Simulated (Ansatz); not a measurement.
Starting cell, GaAs (zinc blende):

```
GaAs
1.0
    0.00000     5.74558     5.74558
    2.87279     0.00000     2.87279
    2.87279     2.87279     0.00000
As Ga
2 2
Direct
  0.37500   0.75000   0.75000
  0.87500   0.75000   0.75000
  0.00000   0.00000   0.00000
  0.50000   0.00000   0.00000
```

A phonon eigenvector at L = (0.5, 0.0, 0.0) is frozen into this cell: atom i moves by Q times the vector below, so Q is the largest atomic displacement, in Å. The cell is held. (q is in reciprocal vectors of the primitive cell; the cell shown is doubled to hold the pattern.)

```csv
atom,x,y,z
As1,-0.508,0.508,0.508
As2,0.508,-0.508,-0.508
Ga3,0.577,-0.577,-0.577
Ga4,-0.577,0.577,0.577
```

These are PBE (plane waves to 420 eV, PAW, scalar-relativistic; Ansatz, a first-principles code) values and carry that method's errors. k mesh 5×10×10 (Γ-centred), Fermi-Dirac smearing 0.05 eV. The energy includes the smearing's −TS. As the smearing reaches across the gap at some points, energies and forces of such displacements shift with the k mesh and the smearing. GaAs was relaxed with its symmetry unable to fall. ΔE is measured from the undisplaced structure. The last digit holds for this mesh only.

| Q (Å) | ΔE (meV/cell) |
|---|---|
| -0.2800 | withheld |
| -0.2333 | 1494.0 |
| -0.1867 | 892.5 |
| -0.1400 | 475.6 |
| -0.0933 | 203.4 |
| -0.0467 | 49.7 |
| 0.0000 | 0.0 |
| 0.0467 | 49.7 |
| 0.0933 | 203.4 |
| 0.1400 | 475.6 |
| 0.1867 | 892.5 |
| 0.2333 | 1494.0 |
| 0.2800 | withheld |

Problem. Fit an even polynomial form (powers 2, 4, 6) to the given rows and predict ΔE at Q = 0.2800.

Solution. Least squares on the 11 given rows: ΔE = (22670)·Q² + (77760)·Q⁴ + (184200)·Q⁶, in meV/cell with Q in Å; root-mean-square residual 0.05 meV/cell. At 0.2800 the fit gives 2344.0 meV/cell; the calculation gives 2338.2 meV/cell, so the extrapolation is off by 5.8 (+0.2 %). The quadratic term alone would give 1777.3 meV/cell.

(For displaced atoms, the force is minus the slope of the energy, and its curvature is a force constant, which sets phonon frequencies.)
